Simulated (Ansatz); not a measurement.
### Question
Name crystals whose computed values (plane-wave PAW r²SCAN (Ansatz code)) fall in these windows: B₀ by P(V) fit (GPa) 62 to 79; HSE06 gap (eV) 2.4 to 3.1.

### Answer


```csv
crystal,B₀ by P(V) fit (GPa),HSE06 gap (eV)
"Zn2SeS, P-4m2 (Zn on 2g, Se on 1d, S on 1b)",71.5,2.76
"ZnSe, zinc blende",65.3,2.42
```
Others may fit too.

Standing as an ambient phase not checked: Zn2SeS, P-4m2 (Zn on 2g, Se on 1d, S on 1b). All cells were relaxed under the symmetry of their starts (and spin orders); stability against distortions was not tested throughout. Spin–orbit coupling is left out wherever it is not named.

Potentials: the later of the program's two PAW sets.
